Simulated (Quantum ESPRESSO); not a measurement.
## Calculated data, Si2PNO5 (made-up cell)

Computed with Quantum ESPRESSO 7.5. Calculation on a made-up crystal cell, not a measurement, with one named mistake planted (healthy values lack it): periodic Kohn-Sham density functional theory in plane waves with PseudoDojo standard norm-conserving scalar-relativistic pseudopotentials, each functional with its own files (v0.5 for PBE, v0.4.1 for LDA and PBEsol), no spin polarisation, no spin-orbit coupling, atoms not relaxed, stress positive in tension, energies less a fixed whole-eV offset for each atom's element; levels are Kohn-Sham levels at fractions of this cell's reciprocal vectors, counted from the reference band (half the neutral cell's valence electrons, rounded up) at Gamma; error bars cover cutoff and k-mesh only, not smearing or the files; each bar is the largest change over components, and at least 0.002 eV, 0.002 eV per angstrom or 0.02 GPa; a charged cell sits in a uniform background, with energy and stress on this program's zero of potential; no dispersion term; energies are for the whole cell, and the offsets were chosen from early runs and are not element reference energies; a distance is the largest change of any value in units of its error bar (the energy's for the smearing term), a scale change is of lengths, and a coarse mesh keeps the half-step shift; machines and their load varied, so run times do not measure scaling.

### Si2PNO5 (made-up cell)

Intended structure:
```
Si2PNO5
1.0
      4.9352    -0.0625     0.0729
     -2.5217     4.2506    -0.0576
      0.0800    -0.0269     5.3539
P Si O N O
1 2 2 1 3
Direct
  0.47070 0.00272 0.66709
  0.00638 0.47836 0.33110
  0.53403 0.51972 -0.01343
  0.41399 0.27443 0.79262
  0.74340 0.13064 0.44013
  0.85563 0.57960 0.11728
  0.25771 0.40699 0.20950
  0.17759 0.73736 0.54718
  0.57522 0.85744 0.88083
```

* lattice type: quartz
* intended functional: pbe
* intended cutoff: 1143 eV
* intended fermi dirac smearing: 0.025 eV
* intended scf tolerance: 1e-07 eV
* intended electrons removed: 0
* healthy free energy less offsets: 5.368 eV
* healthy scf iterations: 12
* healthy smearing term minus ts: 0 eV
* healthy pressure: 8.58 GPa
* healthy stress xx: -3.16 GPa
* healthy stress yy: -13.86 GPa
* healthy stress zz: -8.71 GPa
* healthy stress yz: -12.67 GPa
* healthy stress xz: -3.75 GPa
* healthy stress xy: -4.82 GPa
* healthy reference band: 24
* fault kind: wrong charge
* fault electrons removed: 1
* faulty run command: mpirun -np 4 pw.x -nk 4 -in in
* faulty run processor: AMD EPYC, Zen 5 class, virtual cores
* intended k mesh: 5 x 5 x 4, shifted by half a step
* structure shown: as intended, without the mistake
* faulty stress yy: ?

Atoms:
```
atoms element  atom site  atom energy offset (eV)
            P          1                     -189
           Si          2                     -115
           Si          3                     -115
            O          4                     -452
            O          5                     -452
            N          6                     -283
            O          7                     -452
            O          8                     -452
            O          9                     -452
```

Healthy forces:
```
site  x (eV/Å)  y (eV/Å)  z (eV/Å)
   1     2.921     1.031     0.809
   2    -1.194    -0.225    -4.358
   3     0.828     6.338     9.655
   4     1.287    -8.937    -9.167
   5    -2.619    -2.059     4.454
   6    -0.787     0.979    -0.949
   7     1.767     -0.33    -0.487
   8    -0.726     1.497     2.278
   9    -1.478     1.707    -2.234
```

Healthy levels:
```
level k point  next band up (eV)
        Gamma              2.475
(1/2,1/2,1/2)              3.558
   (0.15,0,0)              2.654
   (0,0.15,0)              2.769
   (0,0,0.15)              2.634
```

## Withheld values
1. Si2PNO5 (made-up cell): faulty stress yy?
2. Give the table of faulty forces values for Si2PNO5 (made-up cell).

## Answers
1. 3.945 GPa
2. 
Faulty forces:
```
site  x (eV/Å)  y (eV/Å)  z (eV/Å)
   1     3.043     1.106    0.5906
   2    0.4285   -0.9985   -0.3738
   3    -2.008     6.181      6.59
   4      1.77    -8.499    -8.383
   5    -2.586    -1.473      3.74
   6   -0.4185     1.359   -0.8287
   7     2.138  -0.04999    -1.243
   8    -1.184    0.9844     1.637
   9    -1.184     1.389    -1.729
```

Further results for Si2PNO5 (made-up cell):

- faulty free energy less offsets: 0.6971 eV
- faulty scf iterations: 12
- faulty smearing term minus ts: -0.01354 eV
- faulty pressure: -5.713 GPa
- faulty stress xx: 10.62 GPa
- faulty stress zz: 2.574 GPa
- faulty stress yz: -12.57 GPa
- faulty stress xz: -5.714 GPa
- faulty stress xy: -4.632 GPa
- faulty reference band: 24
- other mistakes compared: 7
- distance from healthy: 2024 error bars
- distance from nearest other mistake: 1860 error bars
- healthy error bar energy: 0.002308 eV
- healthy error bar stress: 0.02367 GPa
- healthy error bar force: 0.002 eV/Å
- healthy error bar next band up: 0.002 eV
- faulty wall time of scf and band steps on a shared machine: 50.3 s

Faulty levels:
```
level k point  next band up (eV)
        Gamma               4.44
(1/2,1/2,1/2)              5.587
   (0.15,0,0)              4.619
   (0,0.15,0)              4.719
   (0,0,0.15)              4.594
```
